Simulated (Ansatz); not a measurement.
## LaAl5Ni2: Al vacancy

All numbers are calculated (r2SCAN, no spin polarisation, no spin-orbit coupling; Ansatz, PAW set soft_2, 500 eV, k-mesh 4×4×4), not measured.

The relaxed host crystal (no gap at this level of theory):

```
CELL_PARAMETERS angstrom
-2.00551 3.50439 4.83651
2.00551 -3.50439 4.83651
2.00551 3.50439 -4.83651
ATOMIC_POSITIONS crystal
Al 0.50000 0.00000 0.50000
Al 0.85015 0.66114 0.18901
Al 0.52787 0.33886 0.18901
Al 0.47213 0.66114 0.81099
Al 0.14985 0.33886 0.81099
La 0.00000 0.00000 0.00000
Ni 0.73481 0.23481 0.50000
Ni 0.26519 0.76519 0.50000
```

Supercell of 24 atoms, rows of the matrix [[1,0,1],[1,2,2],[0,1,2]] times the cell vectors; Al vacancy at (0.500, 0.000, 0.500) in fractions of the cell above. Atoms are relaxed at the host's cell, from a start shaken by 0.03 Å near the defect.

Problem. How does the lattice relax around the defect?

Solution. Distances from the empty Al site (Å), by shell of the perfect crystal:

| shell | perfect crystal | relaxed, charge 0 |
| --- | --- | --- |
| 2 Ni | 2.27 | 2.08 |
| 8 Al | 2.86 | 2.85 |

| charge | gap of the cell on the mesh (eV) |
| --- | --- |
| 0 | 0.00 |

Formation energy of the neutral defect: 2.22 eV, taking atoms from and to the elements' standard states (no corrections for gases), so it belongs to those chemical potentials alone.

Relaxed cell at charge 0:

```
LaAl5Ni2 V_Al charge 0
1.0
     0.0000    7.0088    0.0000
     6.0165    3.5044    4.8365
     6.0165    3.5044   -4.8365
Al La Ni
14 3 6
Direct
  0.4923 0.0079 0.0080
  0.1748 0.3255 0.3255
  0.1906 0.6549 0.3427
  0.8547 0.9908 0.6785
  0.5252 0.3411 0.9925
  0.1905 0.3426 0.6551
  0.8547 0.6785 0.9909
  0.5252 0.9924 0.3411
  0.1420 0.3410 0.9925
  0.8126 0.6549 0.3426
  0.4766 0.9909 0.6786
  0.1420 0.9924 0.3411
  0.8125 0.3426 0.6550
  0.4766 0.6785 0.9909
  0.9984 0.0018 0.0019
  0.6686 0.3317 0.3318
  0.3337 0.6667 0.6668
  0.5014 0.2337 0.7642
  0.1658 0.5693 0.0998
  0.8336 0.8822 0.4513
  0.8336 0.4513 0.8822
  0.5014 0.7641 0.2338
  0.1658 0.0998 0.5694
```

Caveats: a metal with Cr, Mn, Fe, Co or Ni was run without spin, and may be magnetic; small supercell, so energies and levels can be off by tenths of an eV; one random start near the defect, so other minima are possible.
